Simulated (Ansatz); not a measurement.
# Donors, acceptors and traps in MgS (Fm-3m)

Plane-wave DFT in Ansatz, PBE, scalar-relativistic PAW potentials, cutoff 420 eV, no spin-orbit coupling; collinear spin where a cell may carry moments. Host MgS (Fm-3m), Kohn–Sham gap 2.76 eV. Supercells of the given numbers of host atoms, atoms relaxed at the host's cell, one site and start each; cells this small leave errors of tenths of an eV. Charged cells carry image-charge and alignment terms; levels count from the valence band top.

| defect | host atoms | levels between neighbouring charges (eV) |
| --- | --- | --- |
| Ba on a Mg site (a) | 32 | (+1/0) under the valence top, (0/-1) over the conduction bottom |
| O on a S site (b) | 32 | (+1/0) under the valence top, (0/-1) over the conduction bottom |
| Pb on a Mg site (a) | 32 | (+2/+1) 0.10, (+1/0) 0.27 |
| Sn on a Mg site (a) | 32 | (+2/+1) 0.90, (+1/0) 0.90 |

Task: Which charge does each defect take with the Fermi level 0.1 eV inside either band edge, and what does it do to the carriers?

Result: A charge q is lowest where E(q) + qE_F is least, so a level marks the Fermi energy at which two charges cost the same; where a level to a lower charge lies under the one before it, the charge between is skipped.
- Ba on a Mg site (a): 0 near the valence top, 0 near the conduction bottom; neutral across this gap.
- O on a S site (b): 0 near the valence top, 0 near the conduction bottom; neutral across this gap.
- Pb on a Mg site (a): +1 near the valence top, 0 near the conduction bottom; deep donor (partly filled band).
- Sn on a Mg site (a): +2 near the valence top, 0 near the conduction bottom; deep donor (partly filled band).

Where marked, a charge state leaves a partly filled band, of the host or of a defect level that is degenerate or spread by the small cell, so the level is doubtful. Only the charges computed compete, so others of either sign may be missing and a defect may be amphoteric. A level outside the gap means that the carrier costs less in a host band than on the defect. Shallow levels can't be resolved in cells this small, and a functional that widens the gap moves the band edges away from deep levels, so a level near an edge here may be deep in the real crystal.

Spin-orbit coupling, left out, matters for the members with heavy elements.

Cost: about 14 core-minutes for the runs cited, on Intel Xeon Platinum 8488C (Sapphire Rapids), Arm Neoverse V1 (shared hosts).